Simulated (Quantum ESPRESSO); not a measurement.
Ta2Ru3Ga2Al, one composition in several site orders

Computed values, not a measurement. The program is pw.x of Quantum ESPRESSO 7.5 (plane-wave density functional theory). The cell is made up: eight metal atoms on a face-centred cubic lattice, with elements, volume, strain and displacements drawn at random and not relaxed, so it may be unstable or far from any real phase. PseudoDojo standard norm-conserving files set the functional (PBE unless stated); there is no spin polarisation or spin-orbit coupling, the Fermi-Dirac width of 0.25 eV means electrons at about 2900 K, and the masses in the input are unused placeholders. Heavy elements are run without spin-orbit coupling, which real alloys of them have. A spin test at this wide smearing found no moment, but such smearing suppresses magnetism that the real alloy may have.

The runs put one composition on the sites in different orders. Cell, positions, cutoff, mesh and smearing stay as in the input of run 1; sites are counted in its order. Stress in the tables is positive in tension.

Input of run 1:

```
&control calculation='scf', pseudo_dir='./dojo.nc.sr.pbe.v0_5.standard.upf', outdir='./o', disk_io='minimal', tprnfor=.true., tstress=.true. /
&system ibrav=0, nat=8, ntyp=4, nbnd=66, ecutwfc=84.00895049, nosym=.true., tot_charge=0,
 occupations='smearing', smearing='fd', degauss=0.0183746611
/
&electrons conv_thr=1.470e-08, electron_maxstep=70, mixing_beta=0.5 /
ATOMIC_SPECIES
Al 1.0 Al.upf
Ga 1.0 Ga.upf
Ru 1.0 Ru.upf
Ta 1.0 Ta.upf
CELL_PARAMETERS angstrom
2.041 3.9095 1.9229
0.0539 3.8923 -3.8653
-3.8774 3.8176 -0.0209
ATOMIC_POSITIONS angstrom
Ta -0.0316 0.0067 -0.0041
Ru -1.9293 1.8966 -0.0103
Ga 0.0435 1.9281 -1.9281
Al -1.9532 3.8384 -1.9479
Ru 0.0943 3.87 -0.0048
Ru -1.8634 5.7952 -0.0444
Ga 0.1395 5.8016 -1.922
Ta -1.774 7.7435 -1.9392
K_POINTS automatic
5 5 5 1 1 1
```

```
run  elements on sites 1 to 8  free energy less that of run 1 (eV)  -TS (eV)  pressure (GPa)  stress xx (GPa)  stress yy (GPa)  stress zz (GPa)  stress yz (GPa)  stress xz (GPa)  stress xy (GPa)  iterations
  1   Ta Ru Ga Al Ru Ru Ga Ta                                0.000    -1.188            8.48           -10.34           -10.47            -4.64            -2.93            -1.34             6.55          14
  2   Ru Ru Ru Ta Ga Al Ga Ta                                0.257    -1.250            9.83            -8.40           -10.59           -10.49             4.00             4.45             7.28          14
  3   Ga Ta Ru Ta Ru Al Ru Ga                                0.340    -1.349            9.42            -4.76           -11.48           -12.01             1.73            -3.68            -1.01          13
  4   Ta Ru Ga Ru Ru Ga Al Ta                                0.226    -1.283            8.89            -4.21           -12.55            -9.91             1.59            -1.64             1.09          14
  5   Ru Ru Ga Ta Al Ta Ru Ga                                0.587    -1.342           10.59           -12.27           -13.26            -6.22            -3.36            -1.35             4.32          13
  6   Ru Ru Ga Al Ga Ta Ru Ta                                0.370    -1.316            9.44           -10.14           -12.26            -5.93            -3.16            -2.67             5.78          13
```

Forces Fx Fy Fz (eV/Å):

```
site              run 1              run 2              run 3              run 4             run 5              run 6
   1  -0.23 -0.38 -0.84     0.41 0.03 0.18    0.09 -0.42 0.02  -0.40 -0.21 -0.25  0.25 -0.21 -0.24    0.28 0.06 -0.34
   2    -0.07 0.17 0.57    0.03 0.01 -0.27     0.24 0.50 0.01     0.08 0.78 0.34   -0.04 0.32 0.01     0.31 0.11 0.27
   3    -0.06 0.72 0.65    -0.07 0.29 0.26   0.64 -0.05 -0.07    -0.40 0.62 0.24  -0.52 0.56 -0.31   -0.41 0.59 -0.20
   4     0.90 0.00 1.15     1.19 0.07 0.93    1.41 -0.17 0.24    0.06 -0.41 0.07  1.39 -0.42 -0.53    1.18 -0.16 0.11
   5   -0.16 0.14 -0.75     0.23 0.13 0.08    -0.41 0.48 0.19   0.67 -0.45 -0.67    0.03 0.24 0.67    -0.04 0.13 0.15
   6   0.47 -0.20 -0.06    -0.44 0.03 0.80  -0.72 -0.13 -0.13    0.65 -0.53 0.25  -0.24 -0.16 1.29    0.15 -0.34 0.97
   7  -0.67 -0.08 -0.12   0.15 -0.07 -0.57  -0.25 -0.07 -0.09   -0.98 -0.03 0.09  -0.18 -0.36 0.17   -0.31 -0.23 0.60
   8  -0.18 -0.37 -0.60  -1.50 -0.49 -1.40  -1.00 -0.14 -0.18    0.32 0.24 -0.08  -0.69 0.03 -1.06  -1.16 -0.15 -1.56
```

The sites are displaced and not relaxed, so the energy differences hold strain from misfit and are not ordering energies. A rerun of one cell of this series at a higher cutoff and on a denser mesh moved values by no more than 0.005 eV in energy, 0.08 GPa in stress and 0.005 eV/Å in force, and a second program with other atomic files agreed on that cell to 2 % rms in force and 0.5 GPa in pressure.